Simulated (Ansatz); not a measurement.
LiH (rock salt, Fm-3m), plane-wave PAW r²SCAN (Ansatz code): ε∞ = 3.89, cell volume 16.06 Å³. Infrared-active transverse modes:

| ω_TO (cm⁻¹) | oscillator strength S_xx (e²/amu) |
|---|---|
| 605.7 | 1.137 |

Question: Compute the static dielectric constant.

Answer: Each mode adds (4.921e7/V) S/ω²: 9.50. So ε0 = 13.4.

Question: What LO frequency does the Lyddane–Sachs–Teller relation give?

Answer: ω_LO = ω_TO √(ε0/ε∞) = 1124 cm⁻¹.

The r²SCAN relaxation kept the symmetry of its start; phonons on a q-mesh show no instability.

Potentials: the later of the program's two PAW sets.
